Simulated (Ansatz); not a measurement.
# Two states of HfVF$_{6}$

```yaml
crystal:
  lattice:
    - [0.00000, 4.05028, 4.05028]
    - [4.05028, 0.00000, 4.05028]
    - [4.05028, 4.05028, 0.00000]
  atoms:
    - { symbol: F, position: [0.24491, 0.24491, 0.75509] }
    - { symbol: F, position: [0.75509, 0.75509, 0.24491] }
    - { symbol: F, position: [0.75509, 0.24491, 0.24491] }
    - { symbol: F, position: [0.24491, 0.75509, 0.75509] }
    - { symbol: F, position: [0.24491, 0.75509, 0.24491] }
    - { symbol: F, position: [0.75509, 0.24491, 0.75509] }
    - { symbol: V, position: [0.50000, 0.50000, 0.50000] }
    - { symbol: Hf, position: [0.00000, 0.00000, 0.00000] }
```

Method: r2SCAN; PAW, plane waves to 500 eV, 5×5×5 Γ-centred mesh, fermi-dirac occupations (width 0.1 eV) (Ansatz 0.2.0), atoms fixed.

State A: no moments (no spin polarisation). State B: V7 up (collinear spin).

Which state is lower, and how do they differ?

State B is lower by 350.6 meV an atom at zero smearing; in free energy at this smearing B lies -328.2 meV an atom from A.

```csv
state,free energy (meV/atom),largest moment in a small sphere (μB),net moment (μB/cell),gap on mesh (eV),pressure (GPa),largest force (eV/Å)
A,328.2,0.00,0.00,metal,0.5,0.90
B,0.0,2.26,3.00,2.46,1.7,0.41
```

Origin: a database entry at a rescaled volume. Caveats: an odd or shifted mesh can miss the band edges, so this level's true gap may be smaller; odd electron count without spin polarisation, so a magnetic state may lie lower; the Fermi level lies in a narrow band between gaps, which spin or distortion may split; correlation that this level lacks may open a gap in such a compound.
